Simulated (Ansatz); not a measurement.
CdTe:
Space group Pm-3m (No. 221); a = 3.703 Å, b = 3.703 Å, c = 3.703 Å, α = 90.00°, β = 90.00°, γ = 90.00°

| atom | site | symmetry | x | y | z |
|---|---|---|---|---|---|
| Cd | 1a | m-3m | 0.0000 | 0.0000 | 0.0000 |
| Te | 1b | m-3m | 0.5000 | 0.5000 | 0.5000 |

Relaxed with PBEsol.

Question: Which orbitals make up the states near the Fermi level in plane-wave PAW PBEsol (Ansatz code)?

Answer: Within 0.5 eV of the Fermi level: Te 5p 72 %, Cd 5s 21 %, outside the projected shells 6 %. Projections are on Löwdin-orthogonalised atomic valence shells; empty p or d shells of many metals are not among them.

Question: Tabulate the density of states.

Answer: States/eV per cell of 2 atoms, in 0.25 eV bins, energy from the Fermi level.

| E (eV) | total | Te 5p | Cd 5s | Cd 4d |
|---|---|---|---|---|
| -7.85 | 0.28 | 0.00 | 0.00 | 0.23 |
| -7.60 | 0.00 | 0.00 | 0.00 | 0.00 |
| -7.35 | 0.00 | 0.00 | 0.00 | 0.00 |
| -7.10 | 0.00 | 0.00 | 0.00 | 0.00 |
| -6.85 | 0.00 | 0.00 | 0.00 | 0.00 |
| -6.60 | 0.00 | 0.00 | 0.00 | 0.00 |
| -6.35 | 0.00 | 0.00 | 0.00 | 0.00 |
| -6.10 | 0.24 | 0.13 | 0.08 | 0.03 |
| -5.85 | 0.46 | 0.26 | 0.15 | 0.04 |
| -5.60 | 0.59 | 0.35 | 0.19 | 0.04 |
| -5.35 | 0.71 | 0.43 | 0.21 | 0.04 |
| -5.10 | 0.86 | 0.53 | 0.24 | 0.04 |
| -4.85 | 1.18 | 0.74 | 0.31 | 0.04 |
| -4.60 | 1.25 | 0.78 | 0.32 | 0.04 |
| -4.35 | 1.14 | 0.74 | 0.27 | 0.03 |
| -4.10 | 0.92 | 0.65 | 0.16 | 0.02 |
| -3.85 | 0.81 | 0.62 | 0.09 | 0.02 |
| -3.60 | 0.83 | 0.67 | 0.07 | 0.02 |
| -3.35 | 0.87 | 0.73 | 0.05 | 0.02 |
| -3.10 | 1.07 | 0.91 | 0.04 | 0.03 |
| -2.85 | 1.13 | 0.97 | 0.04 | 0.03 |
| -2.60 | 0.77 | 0.66 | 0.03 | 0.02 |
| -2.35 | 0.74 | 0.64 | 0.03 | 0.02 |
| -2.10 | 0.84 | 0.72 | 0.04 | 0.02 |
| -1.85 | 0.96 | 0.77 | 0.10 | 0.02 |
| -1.60 | 1.02 | 0.78 | 0.16 | 0.02 |
| -1.35 | 1.11 | 0.84 | 0.17 | 0.02 |
| -1.10 | 1.22 | 0.92 | 0.19 | 0.02 |
| -0.85 | 1.32 | 0.99 | 0.22 | 0.02 |
| -0.60 | 1.33 | 0.97 | 0.25 | 0.02 |
| -0.35 | 1.47 | 1.00 | 0.35 | 0.02 |
| -0.10 | 1.43 | 1.01 | 0.32 | 0.02 |
| 0.15 | 1.40 | 1.04 | 0.27 | 0.02 |
| 0.40 | 1.12 | 0.84 | 0.21 | 0.01 |
| 0.65 | 0.80 | 0.49 | 0.24 | 0.00 |
| 0.90 | 0.49 | 0.16 | 0.22 | 0.00 |
| 1.15 | 0.52 | 0.16 | 0.21 | 0.00 |
| 1.40 | 0.59 | 0.17 | 0.22 | 0.00 |
| 1.65 | 0.64 | 0.18 | 0.22 | 0.00 |
| 1.90 | 0.72 | 0.20 | 0.24 | 0.00 |
| 2.15 | 0.85 | 0.25 | 0.28 | 0.00 |
| 2.40 | 1.13 | 0.37 | 0.38 | 0.00 |
| 2.65 | 0.90 | 0.26 | 0.26 | 0.00 |
| 2.90 | 0.48 | 0.05 | 0.05 | 0.00 |
| 3.15 | 0.41 | 0.02 | 0.01 | 0.00 |
| 3.40 | 0.47 | 0.02 | 0.01 | 0.00 |
| 3.65 | 0.59 | 0.03 | 0.02 | 0.00 |
| 3.90 | 0.81 | 0.04 | 0.02 | 0.00 |
| 4.15 | 1.33 | 0.06 | 0.03 | 0.00 |
| 4.40 | 1.49 | 0.08 | 0.04 | 0.00 |
| 4.65 | 1.18 | 0.06 | 0.03 | 0.00 |
| 4.90 | 1.15 | 0.05 | 0.02 | 0.00 |

The start of the workflow was typed in or built on a structure type; neither database checked (COD, Materials Project) lists it. It is not the phase usual at ambient conditions (space group No. 216). The PBEsol relaxation kept the symmetry of its start. At this level the phase is mechanically unstable. Spin–orbit coupling is left out wherever it is not named.

Potentials: the earlier of the program's two PAW sets. The files were generated under PBE; for other functionals the program regenerates the frozen cores, and for LDA and PBEsol the local potential too.
